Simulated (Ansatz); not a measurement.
Level: PBE, no spin polarisation; 420 eV; 8×8×8 Γ-centred mesh; fermi-dirac occupations (width 0.1 eV); Ansatz 0.2.0, fixed geometry.

Computed maps in the lattice plane spanned by a (left to right, 4.58 Å, 14 points from zero) and b (bottom to top, 4.58 Å, 14 points from zero), 90° apart, at height 0.500 along c. The fields are smooth PAW ones with compensation charges, not the true ones near nuclei.

Valence density. Digits on a logarithmic scale: 0 up to 0.03 e/Å³, each further digit a factor of 1.6, 9 from 1.3 e/Å³ up:
```
45688654333333
46999964333333
58999985333333
58999985333333
46999964333333
45688654333333
34455443445544
43333334568865
43333334699996
53333335899998
53333335899998
43333334699996
43333334568865
34455443445544
```

Question: The cell is Rb₂Cu₂Bi. Which atoms lie within 0.2 Å of this plane, and where (fractions of a and b)?

Answer: Cu at (0.25, 0.75), Cu at (0.75, 0.25). The whole cell:
```
Cu Rb Bi
1.0
     0.00000    4.57586    0.00000
     4.57586    0.00000    0.00000
     2.28793    2.28793   -7.30656
Cu Rb Bi
2 2 1
Direct
  0.25000 0.75000 0.50000
  0.75000 0.25000 0.50000
  0.34400 0.34400 0.31200
  0.65600 0.65600 0.68800
  0.00000 0.00000 0.00000
```

Origin: a known structure type with other elements, at an estimated volume, so it need not be a known compound. Caveats: many states at the Fermi level without spin polarisation, so a magnetic state may lie lower; atoms or cell far from equilibrium.
